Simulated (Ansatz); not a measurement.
Starting cell, Cu (fcc, Cu type):

```yaml
crystal:
  lattice:
    - [0.00000, 3.57902, 3.57902]
    - [1.78951, 0.00000, 1.78951]
    - [1.78951, 1.78951, 0.00000]
  atoms:
    - { symbol: Cu, position: [0.00000, 0.00000, 0.00000] }
    - { symbol: Cu, position: [0.50000, 0.00000, 0.00000] }
```

A phonon eigenvector at L = (0.5, 0.0, 0.0) is frozen into this cell: atom i moves by Q times the vector below, so Q is the largest atomic displacement, in Å. The cell is held. It is one choice among 2 degenerate patterns. (q is in reciprocal vectors of the primitive cell; the cell shown is doubled to hold the pattern.)

```tsv
atom	x	y	z
Cu1	0.285	-0.520	0.805
Cu2	-0.285	0.520	-0.805
```

The numbers are results of r2SCAN (plane waves to 500 eV, PAW, scalar-relativistic; Ansatz, a first-principles code), not measurements. k mesh 11×22×22 (Γ-centred), Fermi-Dirac smearing 0.05 eV. Energies are smeared free energies. Stress and pressure are positive under compression. With partly filled bands, energies and forces of such displacements shift with the k mesh and the smearing. Cu is run without spin polarisation. Cu was relaxed with its symmetry unable to fall. The PAW data are Ansatz's earlier set. ΔE is measured from the undisplaced structure.

```
Q (Å)   P (GPa)  −dE/dQ from forces (eV/Å)  ΔE (eV/cell)
------  -------  -------------------------  ------------
-0.280      4.1                        ___         0.228
-0.233      3.0                      1.286           ___
-0.187      2.0                      1.106         0.109
-0.140      1.1                      0.872         0.063
-0.093      0.5                      0.600         0.028
-0.047      0.1                      0.304         0.007
0.000       0.0                      0.000         0.000
0.047       0.1                     -0.304         0.007
0.093       0.5                     -0.600         0.028
0.140       1.1                     -0.872         0.063
0.187       2.0                     -1.106         0.109
0.233       3.0                     -1.286           ___
0.280       4.1                        ___         0.228
```

Problem. What belongs in the gaps?

Solution. 
- -0.280, −dE/dQ from forces (eV/Å): 1.414
- -0.233, ΔE (eV/cell): 0.165
- 0.233, ΔE (eV/cell): 0.165
- 0.280, −dE/dQ from forces (eV/Å): -1.414

(For displaced atoms, the force is minus the slope of the energy, and its curvature is a force constant, which sets phonon frequencies.)
